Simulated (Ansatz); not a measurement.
This run works on a proposed trial structure, not on a known crystal.

Input and command of a plane-wave DFT calculation in Ansatz:

```yaml
crystal:
  lattice:
    - [2.7709921808, -2.7297927823, 0.0029816367]
    - [2.7709921808, 2.7297927823, 0.0029816367]
    - [-0.8919790684, 0.0, 7.7976878928]
  atoms:
    - { symbol: Na, position: [0.0339084042, 0.3239924225, 0.8968503572] }
    - { symbol: Na, position: [0.6760075775, 0.9660915958, 0.1031496428] }
    - { symbol: Na, position: [0.4911469326, 0.6128382862, 0.6992655691] }
    - { symbol: Na, position: [0.3871617138, 0.5088530674, 0.3007344309] }
    - { symbol: Ti, position: [0.9538721732, 0.0461278268, 0.5] }
    - { symbol: O, position: [0.9650610217, 0.5469024284, 0.5339895629] }
    - { symbol: O, position: [0.4530975716, 0.0349389783, 0.4660104371] }
    - { symbol: O, position: [0.5393540484, 0.4606459516, 0.0] }
basis:
  ecutwfc: 420
kpoints:
  mp_grid: { grid: [8, 8, 4] }
hamiltonian:
  xc: pbe
scf:
  occupations: { method: gaussian, width: 0.1 }
output:
  forces: true
  stress: true
  eigenvalues: true
relax:
  adjacent_minimum: "off"
  f_tol: 0.01
  max_steps: 30
  cell: { stress_tol: 0.1, fix: [volume] }
```

```bash
ansatz run input.yaml --threads 1 --pin off --max-ram 2560MiB --backend cpu --events-out ev --progress --plain --runs-dir out
```

Processor: Intel(R) Xeon(R) Processor @ 2.70GHz, 1 thread, on a host shared with other jobs.

**Question.** Estimate time, memory and problem size.

**Answer.** About 3.6 min, peak memory 0.57 GiB. It solves 41 bands at 78 k points (after reduction by symmetry) with about 2319 plane waves, in 51 SCF iterations over 7 ionic steps.
